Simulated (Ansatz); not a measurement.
BeTe (NiAs type, P6_3/mmc) at seven volumes, plane-wave PAW PBEsol (Ansatz code), shape and atoms relaxed at each. One row is withheld.

```tsv
V (Å³/atom)	P (GPa)
17.017	8.34
17.578	5.12
18.139	2.36
18.700	0.00
19.261	-2.02
19.822	-3.75
20.383	?
```

Q: Fit the shown pressures and predict the withheld one.

A: Third-order Birch–Murnaghan: P = (3/2)B₀(x^(7/2) − x^(5/2))[1 + (3/4)(B′ − 4)(x − 1)] with x = (V₀/V)^(2/3). Least squares on the six rows gives V₀ = 18.700 Å³/atom, B₀ = 72.68 GPa, B′ = 4.15. At V = 20.383, x = 0.9442 and P = -5.24 GPa. The run itself gave -5.25 GPa.

This is a known high-pressure phase of the composition, computed here at zero pressure and temperature. Symmetry was held in the PBEsol relaxation. At this level the phase is dynamically unstable (imaginary phonons). Scalar-relativistic: spin–orbit coupling is off unless named, which matters more the heavier the elements.

Potentials: the earlier of the program's two PAW sets. The files were generated under PBE; for other functionals the program regenerates the frozen cores, and for LDA and PBEsol the local potential too.
